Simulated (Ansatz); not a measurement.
In plane-wave PAW PBE (Ansatz code), Ba₄Si₂₃ in the cubic phase (I-43m; Pearson symbol cI54) relaxes to a = 10.370 Å. Against the elements it lies at -0.053 eV/atom, with no fitted shifts.

Electronic character: metallic (no gap). Gap from PBE with spin–orbit coupling: none (metallic).

The bulk modulus is 68.5 GPa.

The start of the workflow was typed in or built on a structure type; neither database checked (COD, Materials Project) lists it. Its standing as an ambient phase is unchecked. The PBE relaxation kept the symmetry of its start; whether a distortion lowers the energy is not shown. The references are the lowest solids computed at this level, not always the standard phases. Scalar-relativistic: spin–orbit coupling is off unless named, which matters more the heavier the elements.

Potentials: the later of the program's two PAW sets.
